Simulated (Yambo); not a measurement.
Given:

```
Cs2LiYCl6
1.0
    0.00000     5.31383     5.31383
    5.31383     0.00000     5.31383
    5.31383     5.31383     0.00000
Li Cl Y Cs
1 6 1 2
Direct
  0.50000   0.50000   0.50000
  0.75032   0.24968   0.24968
  0.24968   0.75032   0.75032
  0.24968   0.75032   0.24968
  0.75032   0.24968   0.75032
  0.24968   0.24968   0.75032
  0.75032   0.75032   0.24968
  0.00000   0.00000   0.00000
  0.75000   0.75000   0.75000
  0.25000   0.25000   0.25000
```

Workflow: norm-conserving PBEsol (Quantum ESPRESSO, 74 Ry, without SOC), then G0W0 in Yambo (2×2×2 Γ-centred k mesh, bands 3 to 418 and a 7 Ry block in the screening, 418 bands in G with the Bruneval-Gonze terminator, plasmon pole fitted at 27.2 eV).

Question: Give the PBEsol and G0W0 gaps between the band edges found on this mesh, and say where the edges lie.

Answer: Edges: Γ → Γ. PBEsol: 4.83 eV; G0W0: 7.98 eV. Nearest settings tried, and what they do to the gap: 149 bands in G: +43 meV; 187 bands in W: +51 meV; 6 Ry block (537 vectors against 645): -30 meV. Not varied: mesh. So the settings aren't converged at that level. The k mesh is coarse. 

Geometry of the Materials Project entry, not relaxed at this level.
